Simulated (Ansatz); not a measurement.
Sr$_{2}$SnS$_{4}$ in space group Ama2 (No. 40; Pearson symbol oS28), the program Ansatz at the PBE level (PAW), all energies at zero smearing, with the estimated change up to a 700 eV cutoff added, with one set of potentials and settings (totals compare only within such a set). Cell of 14 atoms (4 Sr, 2 Sn, 8 S): -33461.526 eV.

```
element             reference phase  E (eV/atom)
-------  --------------------------  -----------
Sr        C2/m, 3 atoms in the cell   -3544.2201
Sn       Fd-3m, 2 atoms in the cell   -6024.2128
S        Fddd, 32 atoms in the cell    -902.0599
```

Formation energy per atom, worked out: (-33461.526 − 4×(-3544.2201) − 2×(-6024.2128) − 8×(-902.0599))/14 = -1.410 eV/atom (-136 kJ per mol of atoms), at 0 K, without zero-point energy or fitted corrections.

The workflow started from an entry of the Crystallography Open Database (COD). Its standing as an ambient phase is unchecked. The PBE relaxation kept the symmetry of its start; whether a distortion lowers the energy is not shown. The references are the lowest solids computed at this level, not always the standard phases. Scalar-relativistic: spin–orbit coupling is off unless named, which matters more the heavier the elements.

Potentials: the later of the program's two PAW sets.
